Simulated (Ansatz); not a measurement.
C (diamond, space group No. 227), DFT-PBEsol in the program Ansatz with PAW potentials. The conduction-band minimum lies on the Γ–X line, 73 % of the way from Γ, with 6 equivalent valleys. Second derivatives d²E/dk² of the lowest band at one valley (eV·Å²), along Cartesian directions:

```json
[
 {"direction": "[100]", "d²E/dk²": "4.693"},
 {"direction": "[010]", "d²E/dk²": "26.59"},
 {"direction": "[001]", "d²E/dk²": "26.59"},
 {"direction": "[110]", "d²E/dk²": "15.64"},
 {"direction": "[101]", "d²E/dk²": "15.64"},
 {"direction": "[011]", "d²E/dk²": "26.57"}
]
```

### Question
Find the principal effective masses, the density-of-states mass and the conductivity mass.

### Answer
Off-diagonal terms follow from H_xy = H[110] − (H_xx + H_yy)/2, and m*/mₑ = 7.620 eV·Å² over each eigenvalue: 0.29, 0.29, 1.6. One valley's DOS mass (m₁m₂m₃)^(1/3) = 0.51, conductivity mass 3/(Σ 1/mᵢ) = 0.40 mₑ.

### Question
What effective density of states Nc follows at 300 K for parabolic valleys?

### Answer
Nc = 2.509e19 × 6 × (0.51)^(3/2) ≈ 5.5e19 cm⁻³.

### Question
With the computed static dielectric constant 5.87 (mean of the diagonal), estimate a hydrogenic donor's binding energy and radius.

### Answer
E = 13.606 eV × 0.40/5.87² ≈ 160 meV; a = 0.529 Å × ε/m* ≈ 7.8 Å. Semilocal masses tend to be too small when the gap is underestimated.

Space group Fd-3m (diamond). Symmetry was held in the PBEsol relaxation.

Potentials: the earlier of the program's two PAW sets. The files were generated under PBE; for other functionals the program regenerates the frozen cores, and for LDA and PBEsol the local potential too.
